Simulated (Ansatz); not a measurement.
Given:

Be₂Ru (cubic Laves (MgCu2 type), Fd-3m), a = b = c = 6.0987 Å, α = β = γ = 90.00°; the cell used has 6 atoms.

This is the r²SCAN-relaxed structure.

All from plane-wave PAW r²SCAN (Ansatz code), unless another level is named. Estimate the Young's modulus.

353 GPa.

Predict the elastic constants (relaxed ions, GPa).

C11 = 409, C12 = 124, C44 = 144.

A made-up cell: these elements were put on the sites of a structure type; neither database checked (COD, Materials Project) lists it. Whether it is the stable phase at ambient conditions was not checked. The r²SCAN relaxation kept the symmetry of its start; its stability against distortions is not shown here. The run is not spin-polarised. As this level gives no gap, shear constants depend on the k-mesh and smearing (Fermi–Dirac, 0.1 eV here).

Potentials: the earlier of the program's two PAW sets.
